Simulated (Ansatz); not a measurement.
# Lattice vibrations of MnS at Γ

Method: Ansatz 0.2.0, DFT LDA, scalar-relativistic, plane waves, PAW. Settings: 420 eV plane-wave cutoff, Γ-centred 14×14×14 mesh, Gaussian smearing of 0.20 eV. No spin polarisation. Phonons by linear response, acoustic sum rule imposed.

The cell, relaxed at this level:
```
Mn S
1.0
     0.00000    2.43448    2.43448
     2.43448    0.00000    2.43448
     2.43448    2.43448    0.00000
Mn S
1 1
Direct
  0.00000 0.00000 0.00000
  0.75000 0.75000 0.75000
```

In a metal, frequencies and elastic constants depend on the k mesh and the smearing, soft modes and shear constants most. Spin polarisation was left out, and a magnetic state may lie lower.

Optical modes at Γ; i marks an imaginary frequency:
```json
{"frequency (meV)": "57.4", "degeneracy": "3"}
```

All 3 optical modes at Γ are real: no displacement of atoms at fixed cell lowers the energy to second order. Strains and modes at other wave vectors aren't tested by this run.

This zinc-blende form isn't the usual stable structure of the compound.